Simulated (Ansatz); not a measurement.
Ansatz input

```yaml
crystal:
  lattice:
    - [-1.8123110744, 1.8123110744, 1.8123110744]
    - [1.8123110744, -1.8123110744, 1.8123110744]
    - [1.8123110744, 1.8123110744, -1.8123110744]
  atoms:
    - { symbol: In, position: [0.0, 0.0, 0.0] }
hamiltonian:
  xc: pbesol
  pseudopotentials:
    kind: paw
    azcp:
      In: "pseudopotentials/In.paw.azcp"
basis:
  ecutwfc: 420
  fft_grid_basis: typed
kpoints:
  mp_grid: { grid: [13, 13, 13], shift: [0, 0, 0] }
magnetization:
  spin_polarized: false
scf:
  occupations: { method: fermi_dirac, width: 0.1 }
  lower_state_search: "off"
output:
  stress: true
```

Terminal output

```
Warning: the record states the generating functional pbe (its physics header spells it `PBE`), which answers neither for hamiltonian.xc's functional nor for the pbesol family's — results may be inconsistent (PPs are generated against a specific XC)
Engine: ansatz 0.2.0, aarch64-unknown-linux-gnu
Pseudopotentials: kind: paw
Pseudopotential: In, paw, valence charge 13, recommended cutoff 420 eV (normal) 
Functional definition: PBEsol
  exchange = pbesol_x
  correlation = pbesol_c
Crystal: 1 atoms, lattice volume = 23.810 Å³
Basis set: ecut = 420 eV, 459 PW (Γ)
Bands: 11, of which v1, the nominal top of the filled ones, is band 7 counted from 1 (6 counted from 0)
Symmetry: 48 space group operations
Space group: Im-3m (ITA 229), of the structure as read, at distance tolerance 2.9e-5 Å
k-points: 84 of 2197
Non-local potential: In, projectors of the file, l = 0: 2, l = 1: 2, l = 2: 2, l = 3: 2
PAW form: soft (Blöchl's): semilocal exchange-correlation on the pseudo side does not see the compensation charge
PAW frozen core: In, regenerated for the run's functional, and the local potential with it (the file was generated under x = pbe(κ = 0.804, μ = 0.2195149727645171), c = pbe(β = 0.06672455060314922))
PAW one-centre angular grid: In, 590 points (default); XC on 64 Gauss nodes
Initial density: superposition of atomic densities (neutral atoms: chi_scale 0, normalization atom), corrected by the library's trained network
Initial wavefunctions: pseudopotential atomic-orbital guess
Functional: x = pbesol(κ = 0.804, μ = 0.12345679012345678), c = pbesol(β = 0.046)
SCF iter   1: F=—  HF=-5525.379109 eV  |F-HF|=—  |Δ(HF+E_count)|=         —  Δρ=3.54e-3  dr2=2.44e-3  ethr=1.77e-3  ⟨swp⟩=5.0  Hψ=5443  notcnv=0
SCF iter   2: F=—  HF=-5525.377512 eV  |F-HF|=—  |Δ(HF+E_count)|=   1.60e-3  Δρ=1.45e-3  dr2=4.78e-4  ethr=1.88e-5  ⟨swp⟩=1.8  Hψ=1949  notcnv=0
SCF iter   3: F=—  HF=-5525.377304 eV  |F-HF|=—  |Δ(HF+E_count)|=   2.08e-4  Δρ=3.01e-4  dr2=1.07e-5  ethr=3.68e-6  ⟨swp⟩=2.2  Hψ=1403  notcnv=0  defer=2
SCF iter   4: F=—  HF=-5525.377305 eV  |F-HF|=—  |Δ(HF+E_count)|=   3.02e-7  Δρ=1.72e-4  dr2=6.37e-6  ethr=8.27e-8  ⟨swp⟩=2.0  Hψ=1435  notcnv=0  defer=2
iter 5 did not close the SCF: its close was put off for the readings that it lacked (scf_convergence_deferred on its scf_iter line)
SCF iter   5: F=-5525.377301 eV  HF=-5525.377301 eV  |F-HF|=1.22e-8  |Δ(HF+E_count)|=   3.28e-6  Δρ=1.96e-5  dr2=5.39e-8  ethr=4.90e-8  ⟨swp⟩=2.0  Hψ=1428  notcnv=0  defer=2
SCF iter   6: F=-5525.377301 eV  HF=-5525.377301 eV  |F-HF|=1.32e-9  |Δ(HF+E_count)|=   7.90e-9  Δρ=4.40e-6  dr2=2.55e-9  ethr=4.15e-10  ⟨swp⟩=3.0  Hψ=2863  notcnv=0
SCF 1 converged in 6 iterations: F = -5525.377301 eV  dr2 = 2.55e-9
SCF converged after 6 iterations
Free energy (F): -5525.377301 eV
Harris-Foulkes:  -5525.377301 eV  (|F-HF|=1.32e-9)
Internal energy: -5525.363590 eV  (E = F + TS)
E sigma→0 (E₀):  -5525.370445 eV
Entropy (-TS):   -0.013712 eV (-13.712 meV/atom)
Fermi energy:    11.495341 eV
--- Per-component energies (eV) ---
  E_band       = -8.370192
  E_kinetic    = 242.850956
  E_local      = -1017.346807  (includes V_loc(G=0)·N_el)
  E_nonlocal   = 367.389563
  E_hartree    = 399.308467
  E_xc         = -214.797690
  E_vxc        = -101.400852  (∫ρ·V_xc dr)
  E_paw        = -4081.329013  (= ΣΔE_a)
  E_vpaw       = -298.479173  (= ΣTr[D̂ρ^β])
  E_aug_tail   = 0.000025  (compensation charges beyond the density's cutoff)
  E_ewald      = -1221.674994
  E_core_change = 0.235902  (= ΣΔE_core)
  E_smearing   = -0.013712  (= −TS)
  E_closure    = -0.000000  (closes the sum)
  Σ components = -5525.377301   (vs F -5525.377301, Δ=0.00e0)
--- Stress (GPa, compression-positive) ---
        4.361415      -0.000000      -0.000000
       -0.000000       4.361415       0.000000
       -0.000000      -0.000000       4.361415
  P = ⅓ Tr σ = 4.3614 GPa (43.614 kbar)
```
